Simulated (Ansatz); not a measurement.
The relaxed structure here is a generated cell of AlOs: the first start was made by a random draw of sites in a space group, and the end was not matched to a known phase here, so it may be hypothetical.

One starting cell of AlOs (a randomly generated symmetric cell of AlOs (space group No. 154)) was relaxed twice with Ansatz (plane waves, PAW, scalar-relativistic): with PBEsol at 420 eV and with PBE at 420 eV. The PBEsol result:

```cif
data_Al3Os3
_chemical_formula_sum 'Al3 Os3'
_space_group_name_H-M_alt 'P3221'
_space_group_IT_number 154
_space_group_name_Hall 'P 32 2"'
_cell_length_a 6.67797
_cell_length_b 6.67797
_cell_length_c 2.58721
_cell_angle_alpha 90.000
_cell_angle_beta 90.000
_cell_angle_gamma 120.000
loop_
_atom_site_label
_atom_site_type_symbol
_atom_site_symmetry_multiplicity
_atom_site_Wyckoff_symbol
_atom_site_fract_x
_atom_site_fract_y
_atom_site_fract_z
_atom_site_occupancy
Al1 Al 3 b 0.41274 0.41274 0.50000 1
Os1 Os 3 b 0.78037 0.78037 0.50000 1
```

```json
[
 {"quantity": "space group", "PBEsol": "P3₂21", "PBE": "P3₂21"},
 {"quantity": "volume (Å³/atom)", "PBEsol": "16.65", "PBE": "…"},
 {"quantity": "a (Å)", "PBEsol": "6.678", "PBE": "…"},
 {"quantity": "c (Å)", "PBEsol": "2.587", "PBE": "…"},
 {"quantity": "gap (eV, no spin-orbit coupling)", "PBEsol": "0.00", "PBE": "…"}
]
```

### Question
What does PBE give for the same quantities?

### Answer

- volume (Å³/atom), PBE: 17.08
- a (Å), PBE: 6.736
- c (Å), PBE: 2.609
- gap (eV, no spin-orbit coupling), PBE: 0.00

Both levels end in the same structure; PBE's volume is 2.6 % larger. Neither column is exact.

No spin polarisation in the result.

The run could not lower the symmetry of its start; a shaken copy of this end point relaxes with PBEsol to Pmc2₁ (No. 26), 0.59 eV/atom lower.

Ansatz is a program for electronic structure.
